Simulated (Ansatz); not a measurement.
Consider a crystal of YNb6C in space group Pm-3m (No. 221), with Y on 1a; Nb on 6f; C on 1b.

The calculation used DFT PBE, scalar-relativistic, plane waves, PAW in Ansatz 0.2.0. Cutoff 420 eV, Γ-centred mesh, Gaussian smearing, no spin polarisation.

The zero of energy is the elements' standard structures at the same level; no fitted shifts are applied.

**Question.** Predict the relaxed structure.

**Answer.**

Space group Pm-3m (No. 221). a = 6.321 Å, b = 6.321 Å, c = 6.321 Å, α = 90.00°, β = 90.00°, γ = 90.00°
| atom | site | symmetry | x | y | z |
| --- | --- | --- | --- | --- | --- |
| Y | 1a | m-3m | 0.0000 | 0.0000 | 0.0000 |
| Nb | 6f | 4m.m | 0.1676 | 0.5000 | 0.5000 |
| C | 1b | m-3m | 0.5000 | 0.5000 | 0.5000 |

Around Y lie 24 Nb at 4.59 Å; Nb is surrounded by 1 C at 2.10 Å, 1 Nb at 2.12 Å, 4 Nb at 2.97 Å, 1 Nb at 4.20 Å, 1 C at 4.22 Å and 4 Y at 4.59 Å; around C lie 6 Nb at 2.10 Å. Another local minimum with the same sites may exist.

**Question.** Where does its energy lie, and is it a metal?

**Answer.** The formation energy is +2.01 eV/atom and the gap on the 6×6×6 mesh of the 8-atom cell is 0 eV (a metal). It can't be a ground state, since the elements alone are lower.

The last run used Gaussian smearing of 0.10 eV. The reference form of C is held partly by dispersion forces, which this level lacks. A structure relaxed within its symmetry needn't be a true minimum.
